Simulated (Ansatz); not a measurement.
A geometry of Li away from equilibrium: step 2 of the relaxation of a generated cell, Li placed in the AFLOW prototype A_hP3_152_a (A8, as in Se). Computed with r2SCAN (plane waves to 500 eV, PAW, scalar-relativistic; Ansatz, a program for electronic structure). Γ-centred k-mesh 9×9×7 on the run's cell (coarser than for final values), Fermi–Dirac smearing 0.05 eV. The plane waves were selected for a different cell earlier on the path.

```yaml
crystal:
  lattice:
    - [3.91813, 0.00000, 0.00000]
    - [-1.95907, 3.39320, 0.00000]
    - [0.00000, 0.00000, 4.54764]
  atoms:
    - { symbol: Li, position: [0.27384, 0.00000, 0.83333] }
    - { symbol: Li, position: [0.00000, 0.27384, 0.16667] }
    - { symbol: Li, position: [0.72616, 0.72616, 0.50000] }
```

Task: What forces act on the atoms (eV/Å)?

Result: 
| atom | Fx | Fy | Fz |
|---|---|---|---|
| Li1 | 0.81 | 0.00 | 0.00 |
| Li2 | -0.41 | 0.71 | 0.00 |
| Li3 | -0.41 | -0.71 | 0.00 |

The path ends in Im-3m (No. 229) (bcc (W type)). No spin polarisation in the result.

The run could not lose the symmetry of its start.
